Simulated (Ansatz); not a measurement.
P (black phosphorus), relaxed with PBE+D3(BJ) (Ansatz, a first-principles code, plane waves, PAW): a = 3.3234 Å, b = 10.1976 Å, c = 4.1599 Å, α = β = γ = 90.00°.

Question: The same phase is relaxed and computed with PBEsol in the same code. What is the cell now?

Answer: a = 3.3181 Å, b = 10.3029 Å, c = 4.1931 Å, α = 90.00°, β = 90.00°, γ = 90.00°.

Weakly bound layers, chains or molecules computed without a dispersion correction, so cells and soft constants are ill determined: P, black phosphorus with PBEsol. All cells were relaxed under the symmetry of their starts (and spin orders); stability against distortions was not tested throughout.

Potentials: the earlier of the program's two PAW sets.

Ansatz is a plane-wave DFT program.
